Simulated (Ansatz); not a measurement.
LaNiGe3:
```cif
data_Ge3LaNi
_chemical_formula_sum 'La1 Ni1 Ge3'
_space_group_name_H-M_alt 'P 1'
_space_group_IT_number 1
_cell_length_a 5.75162
_cell_length_b 5.75162
_cell_length_c 5.75162
_cell_angle_alpha 134.911
_cell_angle_beta 134.911
_cell_angle_gamma 65.669
loop_
_space_group_symop_operation_xyz
  'x, y, z'
loop_
_atom_site_label
_atom_site_type_symbol
_atom_site_fract_x
_atom_site_fract_y
_atom_site_fract_z
_atom_site_occupancy
La1 La 0.57211 0.57211 0.00000 1
Ni1 Ni 0.23385 0.23385 0.00000 1
Ge1 Ge 0.83003 0.33003 0.50000 1
Ge2 Ge 0.33003 0.83003 0.50000 1
Ge3 Ge 0.99080 0.99080 0.00000 1
```

Relaxed with r²SCAN.

Question: Which orbitals make up the states near the Fermi level in r²SCAN (plane waves, PAW; program Ansatz)?

Answer: Within 0.5 eV of the Fermi level: Ge 4p 44 %, Ni 3d 20 %, La 5d 15 %, Ge 4s 9 %, La 4f 8 %. Projections are on Löwdin-orthogonalised atomic valence shells; empty p or d shells of many metals are not among them.

Question: Tabulate the density of states.

Answer: States/eV per cell of 5 atoms, in 0.25 eV bins, energy from the Fermi level.

```tsv
E (eV)	total	La 4f	Ni 3d	Ge 4p
-7.85	1.63	0.01	0.07	0.29
-7.60	1.57	0.01	0.08	0.25
-7.35	1.44	0.01	0.09	0.20
-7.10	0.72	0.01	0.05	0.09
-6.85	0.00	0.00	0.00	0.00
-6.60	0.00	0.00	0.00	0.00
-6.35	0.00	0.00	0.00	0.00
-6.10	0.13	0.00	0.00	0.09
-5.85	0.36	0.00	0.01	0.24
-5.60	0.46	0.00	0.02	0.30
-5.35	0.57	0.00	0.04	0.36
-5.10	1.22	0.01	0.11	0.82
-4.85	1.65	0.01	0.19	1.12
-4.60	2.57	0.02	0.34	1.66
-4.35	3.00	0.02	0.55	1.81
-4.10	3.56	0.02	0.87	1.99
-3.85	2.44	0.02	0.71	1.28
-3.60	5.52	0.04	2.03	2.55
-3.35	3.94	0.02	1.87	1.48
-3.10	4.14	0.02	2.05	1.45
-2.85	2.07	0.01	1.25	0.55
-2.60	7.69	0.04	5.39	1.55
-2.35	10.47	0.05	7.83	1.54
-2.10	6.18	0.05	3.92	1.43
-1.85	4.89	0.06	2.87	1.14
-1.60	3.95	0.07	1.72	1.23
-1.35	2.62	0.06	0.98	0.91
-1.10	1.88	0.06	0.62	0.71
-0.85	1.90	0.08	0.57	0.77
-0.60	1.85	0.09	0.51	0.78
-0.35	1.73	0.11	0.41	0.76
-0.10	1.34	0.10	0.26	0.59
0.15	0.93	0.08	0.15	0.41
0.40	0.88	0.09	0.12	0.36
0.65	2.79	0.27	0.42	0.86
0.90	3.31	0.40	0.48	0.97
1.15	3.93	0.62	0.44	1.13
1.40	4.42	1.17	0.38	1.16
1.65	5.17	2.27	0.30	1.10
1.90	7.81	5.04	0.21	0.98
2.15	20.62	18.29	0.16	0.57
2.40	15.00	13.33	0.11	0.41
```

Space group I4mm. The workflow started from a Materials Project entry (that database holds measured and hypothetical structures alike); the Crystallography Open Database copy checked does not list it. Whether it is the stable phase at ambient conditions was not checked. Symmetry was held in the r²SCAN relaxation; its stability against distortions is not shown here. The run is not spin-polarised. Spin–orbit coupling is left out wherever it is not named.

Potentials: the later of the program's two PAW sets.
